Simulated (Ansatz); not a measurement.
Here is the system:

NbIr3:
```
CELL_PARAMETERS angstrom
      3.86109     0.00000     0.00000
      0.00000     3.86109     0.00000
      0.00000     0.00000     3.86109
ATOMIC_POSITIONS crystal
  Nb 0.00000 0.00000 0.00000
  Ir 0.50000 0.50000 0.00000
  Ir 0.00000 0.50000 0.50000
  Ir 0.50000 0.00000 0.50000
```

This is the LDA-relaxed structure.

Question: All from LDA (plane waves, PAW; program Ansatz), unless another level is named. Give the formation energy from the elements (no fitted shifts).

Answer: -0.63 eV/atom.

Question: Next, the density of states at the Fermi level?

Answer: 0.34 states/eV per atom (mean over ±0.08 eV).

Space group Pm-3m (Cu3Au type). The workflow started from a Materials Project entry (that database holds measured and hypothetical structures alike); the Crystallography Open Database files this formula in space group No. 221, but the cells were not matched. Whether it is the stable phase at ambient conditions was not checked. The LDA relaxation kept the symmetry of its start; of distortions, only those at the zone centre were tested. The run is not spin-polarised. The references are the lowest solids computed at this level, not always the standard phases. Spin–orbit coupling is left out wherever it is not named.

Potentials: the later of the program's two PAW sets.
